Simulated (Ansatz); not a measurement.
A change and its effect: Ta (Im-3m)

```
Ta
1.0
    -1.62685    1.62685    1.62685
     1.62685   -1.62685    1.62685
     1.62685    1.62685   -1.62685
Ta
1
Direct
  0.00000 0.00000 0.00000
```

Computed, not measured; unless marked otherwise by LDA, PAW on Ansatz 0.2.0's default frozen-core files (fitted under PBE), scalar-relativistic. k mesh 26×26×26, strains of ±0.008, Fermi-Dirac smearing of 0.050 eV, cutoff 420 eV. The cell was relaxed by PAW under this functional, which moved its volume by -4 % from the database entry's.

With these settings the run gives C11 = 297.5, C44 = 67.1 GPa and B_V = 215.8 GPa (relaxed ions).

Q: The run is repeated in the same cell with hamiltonian.xc from lda to pbesol. What moves, and by how much?

A: C11: +4.84 %; C44: +17.15 %; B_V: +5.22 %. The cell isn't relaxed anew, and its pressure at the new settings is 5.6 GPa; in its own relaxed cell the change can differ in size and sign.

Keep in mind: frozen-core PAW files fitted under PBE, their cores solved anew for the functional of the run; responses of metals move with mesh and smearing; no spin-orbit coupling on heavy atoms; C44 of V, Nb and Ta is known to come out low; the cell carries a residual stress at this level.
